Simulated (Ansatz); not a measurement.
Pb (fcc, Cu type), conventional cell a = b = c = 5.0341 Å, α = β = γ = 90.00°. The calculation uses the primitive cell of 1 atom, to which meshes and values per cell refer.

Equation-of-state scan: isotropic scaling of the cell above, V₀ being its volume. Symmetry pins the atoms to their sites.

All values below come from PBE (plane waves to 420 eV, PAW, scalar-relativistic; Ansatz, a first-principles code). k mesh 16×16×16 (Γ-centred), Fermi-Dirac smearing 0.05 eV. Energies are smeared free energies. Pb was relaxed with its symmetry unable to fall. Spin-orbit coupling is left out, though Pb is heavy. The PAW data are Ansatz's earlier set. The relaxed volume of Pb is well above the measured one; the method has no dispersion term. The zero of ΔE is the relaxed starting cell. The last digit holds for this mesh only.

```tsv
V (Å³/atom)	ΔE (meV/atom)
28.705	50.0
29.236	33.5
29.768	20.7
30.299	11.2
30.831	4.8
31.362	1.2
31.894	0.0
32.426	1.1
32.957	4.1
33.489	9.0
34.021	15.4
34.552	23.3
35.084	32.6
```

Question: What bulk modulus B₀ follows from a third-order Birch-Murnaghan fit?

Answer: 40.1 GPa.

Question: What is the fitted pressure derivative B₀′?

Answer: 5.3.

(A scan under strain: stresses follow from slopes of the energy per volume, elastic moduli from its curvatures.)
